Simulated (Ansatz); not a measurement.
TiBe2:
```
CELL_PARAMETERS angstrom
      0.00000     3.21629     3.21629
      3.21629     0.00000     3.21629
      3.21629     3.21629     0.00000
ATOMIC_POSITIONS crystal
  Ti 0.75000 0.75000 0.75000
  Ti 0.50000 0.50000 0.50000
  Be 0.12500 0.62500 0.12500
  Be 0.12500 0.12500 0.12500
  Be 0.62500 0.12500 0.12500
  Be 0.12500 0.12500 0.62500
```
The run is spin-polarised; directions of the spins, atom by atom: ↑ ↑ 0 0 0 0.

Relaxed with r²SCAN.

### Question
Give the Bader charges and basin volumes of the independent atoms, r²SCAN (plane waves, PAW; program Ansatz).

### Answer


```tsv
atom	Bader charge (e)	Bader volume (Å³)
Ti1	+0.99	11.6
Be3	-0.50	10.8
```

Space group Fd-3m (cubic Laves (MgCu2 type)). The first step of the workflow began from a Materials Project structure, measured or hypothetical; the Crystallography Open Database copy checked does not list it. Its standing as an ambient phase is unchecked. Symmetry was held in the r²SCAN relaxation; its stability against distortions is not shown here. Spin order of the final state: ferromagnetic, chosen from 4 collinear starts compared on coarse meshes (ties went to the first, and starts can fall back to one state), not a proven ground state. Other orbital occupations within this spin state were not tried.

Potentials: the later of the program's two PAW sets.
